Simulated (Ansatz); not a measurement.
# CaO, single point

CaO is taken as an experimental structure (space group Fm-3m), 2 atoms in the cell. Source: COD entry 9006744; the sample's temperature and pressure aren't taken into account, and it need not be the stable phase.

Theory: Ansatz development build ahead of 0.2.0, DFT, PBE, PAW, plane waves, scalar-relativistic.

The input:

```yaml
crystal:
  lattice:
    - [0.0, 2.5045, 2.5045]
    - [2.5045, 0.0, 2.5045]
    - [2.5045, 2.5045, 0.0]
  atoms:
    - { symbol: Ca, position: [0.0, 0.0, 0.0] }
    - { symbol: O, position: [0.5, 0.5, 0.5] }
hamiltonian:
  xc: pbe
  pseudopotentials: { kind: paw }
basis:
  ecutwfc: 420
kpoints:
  mp_grid: { grid: [7, 7, 7] }
scf:
  occupations: { method: tetrahedron }
  lower_state_search: "off"
  max_iter: 50
output:
  forces: true
  stress: true
```

Command:
```sh
ansatz run input.yaml --threads 2 --pin off --max-ram 5120MiB --backend cpu --events-out ev --progress --plain --runs-dir out
```

What the program printed (shortened):

```
Warning: output.forces, output.stress, relax.cell or npt_langevin: where a Kohn–Sham band that disperses or a degenerate level is filled in part under the method tetrahedron, the forces or the stress that this run publishes need not agree with its energy (scf.occupations.method in the input reference, under Limitations); prefer a smearing scheme for the forces or the stress
Pseudopotentials: kind: paw
Pseudopotential: Ca, paw, valence charge 10, recommended cutoff 420 eV (normal), Ca.paw.azcp
Pseudopotential: O, paw, valence charge 6, recommended cutoff 420 eV (normal), O.paw.azcp
Functional definition: PBE
Crystal: 2 atoms, lattice volume = 31.419 Å³
Basis set: ecut = 420 eV, 609 PW (Γ), exchange–correlation on 48×48×48 points (8 copies of the dense FFT grid, shifted against one another)
Bands: 12, of which v1, the nominal top of the filled ones, is band 8 counted from 1 (7 counted from 0)
Symmetry: 48 space group operations
Space group: Fm-3m (ITA 225), of the structure as read, at distance tolerance 3.2e-5 Å
k-points: 20 of 343
Non-local potential: Ca, projectors of the file, l = 0: 3, l = 1: 2, l = 2: 2
Non-local potential: O, projectors of the file, l = 0: 2, l = 1: 2, l = 2: 1
Initial density: superposition of atomic densities (neutral atoms: chi_scale 0, normalization atom), corrected by the library's trained network
Initial wavefunctions: pseudopotential atomic-orbital guess
Functional: x = pbe(κ = 0.804, μ = 0.2195149727645171), c = pbe(β = 0.06672455060314922)
SCF iter   1: F=—  HF=-2387.622195 eV  |F-HF|=—  |Δ(HF+E_count)|=         —  Δρ=1.51e-3  dr2=7.24e-4  ethr=1.77e-3  ⟨swp⟩=6.9  Hψ=1665  notcnv=0
preconditioner: auto → none  [insulator: Δε(μ)=3.730 eV  Ē_g=17.642 eV  n_scr=8 (ndim 8)  ℏωp=24.8 eV  f_vac=0.000  ε∞_Penn≈3.0]
SCF iter   2: F=—  HF=-2387.622791 eV  |F-HF|=—  |Δ(HF+E_count)|=   5.95e-4  Δρ=3.04e-3  dr2=2.87e-3  ethr=4.52e-6  ⟨swp⟩=2.4  Hψ=630  notcnv=0
SCF iter   3: F=—  HF=-2387.622241 eV  |F-HF|=—  |Δ(HF+E_count)|=   5.49e-4  Δρ=9.58e-4  dr2=3.12e-4  ethr=4.52e-6  ⟨swp⟩=2.0  Hψ=392  notcnv=0
SCF iter   4: F=—  HF=-2387.622219 eV  |F-HF|=—  |Δ(HF+E_count)|=   2.22e-5  Δρ=8.07e-5  dr2=1.38e-6  ethr=1.95e-6  ⟨swp⟩=2.0  Hψ=380  notcnv=0
SCF iter   5: F=—  HF=-2387.622259 eV  |F-HF|=—  |Δ(HF+E_count)|=   3.95e-5  Δρ=4.79e-5  dr2=7.61e-7  ethr=8.64e-9  ⟨swp⟩=2.6  Hψ=475  notcnv=0
SCF iter   6: F=—  HF=-2387.622259 eV  |F-HF|=—  |Δ(HF+E_count)|=   2.54e-8  Δρ=3.86e-5  dr2=5.34e-7  ethr=4.76e-9  ⟨swp⟩=2.0  Hψ=320  notcnv=0
SCF iter   7: F=-2387.622258 eV  HF=-2387.622258 eV  |F-HF|=3.21e-8  |Δ(HF+E_count)|=   1.11e-7  Δρ=1.00e-5  dr2=3.61e-8  ethr=6.25e-10  ⟨swp⟩=2.5  Hψ=864  notcnv=0
the band table was not solved further: it holds the bands as the self-consistency loop left them (on a frozen-density pass, as that pass's own solve left them): under tetrahedron occupations the density rests on a record of the degenerate levels that were filled as one, which a solve that changes the bands would l [...]
SCF 1 converged in 7 iterations: F = -2387.622258 eV  dr2 = 3.61e-8
  greatest PAW one-centre occupation: 0.995 electrons in one spin orbital (limit 2), on the Ca atom at site 0 (counted from 0), in its partial waves of l = 0
SCF converged after 7 iterations
Stability not checked: this state was not tested for a lower state beside it, because cold or Methfessel-Paxton smearing, or corrected tetrahedra, fill the levels in a way that the test cannot read (fill_not_monotonic; see scf.lower_state_search)
Free energy (F): -2387.622258 eV
Harris-Foulkes:  -2387.622258 eV  (|F-HF|=3.21e-8)
Internal energy: -2387.622258 eV  (E = F + TS)
E sigma→0 (E₀):  -2387.622258 eV
Fermi energy:    6.415688 eV
--- Per-component energies (eV) ---
  E_band       = -124.691128
  E_kinetic    = 452.209388
  E_local      = -955.693392  (includes V_loc(G=0)·N_el)
  E_nonlocal   = 111.076294
  E_hartree    = 317.035180
  E_xc         = -212.172234
  E_vxc        = -266.807260  (∫ρ·V_xc dr)
  E_paw        = -1015.853012  (= ΣΔE_a)
  E_vpaw       = -99.546269  (= ΣTr[D̂ρ^β])
  E_aug_tail   = 0.002398  (compensation charges beyond the density's cutoff)
  E_ewald      = -1084.226881
  E_smearing   = -0.000000  (= −TS)
  E_closure    = -0.000000  (closes the sum)
  Σ components = -2387.622258   (vs F -2387.622258, Δ=0.00e0)
--- Forces (eV/Å), atoms counted from 1 ---
  atom   1  Ca    -0.00000000     0.00000000     0.00000000
  atom   2  O      0.00000000    -0.00000000     0.00000000
  max |Σ_I F_I| component: 1.36e-29 eV/Å
--- Stress (GPa, compression-positive) ---
       -9.049135       0.000000      -0.000000
       -0.000000      -9.049135       0.000000
        0.000000      -0.000000      -9.049135
  P = ⅓ Tr σ = -9.0491 GPa (-90.491 kbar)
--- Band table (eV; the first three rows and the last of 20) ---
  k-point 0: bands = ["-31.7612", "-12.5942", "-12.5942", "-12.5942", "-8.8739", "6.4157", "6.4157", "6.4157", "10.2076", "12.3228", "12.3228", "12.3228"]
  k-point 1: bands = ["-31.7504", "-12.7368", "-12.6015", "-12.6015", "-8.7140", "5.7963", "6.2028", "6.2028", "11.0387", "12.2713", "12.6127", "12.6127"]
  k-point 2: bands = ["-31.7260", "-13.0235", "-12.6178", "-12.6178", "-8.3869", "4.7903", "5.7805", "5.7805", "12.3625", "12.6607", "13.3314", "13.3314"]
  k-point 19: bands = ["-31.6867", "-12.9312", "-12.8795", "-12.7461", "-8.4180", "5.1300", "5.3180", "5.5595", "11.9742", "12.8653", "14.0598", "14.9480"]
```

Gaps of semilocal functionals run low against measured ones.

The run took 1 s on 2 threads of Intel(R) Xeon(R) Processor @ 2.50GHz (Skylake/Cascade Lake), on a shared host, peak memory 0.29 GiB.
